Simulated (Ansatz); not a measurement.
A relaxed cell of Zr2ZnN2 is given with its symmetry left out. The cell was found from a structure generator's guess, not taken from experiment.

The calculation used DFT PBE, scalar-relativistic, plane waves, PAW in Ansatz 0.2.0. Cutoff 420 eV, Γ-centred mesh, Gaussian smearing, no spin polarisation.

```
Zr Zn N
1.0
     2.19696   -2.57589    0.00000
     2.19696    2.57589    0.00000
     0.00000    0.00000    6.73364
Zr Zn N
2 1 2
Direct
  0.00000 0.00000 0.29234
  0.00000 0.00000 0.70766
  0.50000 0.50000 0.00000
  0.50000 0.00000 0.50000
  0.00000 0.50000 0.50000
```

Formation energies are uncorrected and refer to the elements' standard structures at the same level (N₂ as a molecule).

Problem. Find its symmetry and describe it.

Solution. Cmmm (No. 65). Conventional cell: a = 4.394 Å, b = 5.152 Å, c = 6.734 Å. Zr is surrounded by 4 N at 2.20 Å, 1 Zr at 2.80 Å, 2 Zn at 2.95 Å and 2 Zn at 3.24 Å; Zn is surrounded by 4 Zr at 2.95 Å, 4 Zr at 3.24 Å and 4 Zn at 3.39 Å; N is surrounded by 4 Zr at 2.20 Å, 2 N at 2.20 Å and 2 N at 2.58 Å.

Problem. How far does it lie from the elements in energy?

Solution. −0.40 eV/atom. It lies below the elements, which doesn't yet make it stable against other compounds or structures.

Problem. Is it a metal?

Solution. Yes, bands cross the Fermi level on the 12×12×6 mesh.

The last run used a 12×12×6 mesh (in the run's order of axes) for its 5-atom cell and Gaussian smearing of 0.10 eV. This cell was reached by moving the atoms of another relaxed cell at random and relaxing again, last within the group found; it had no such test of its own.
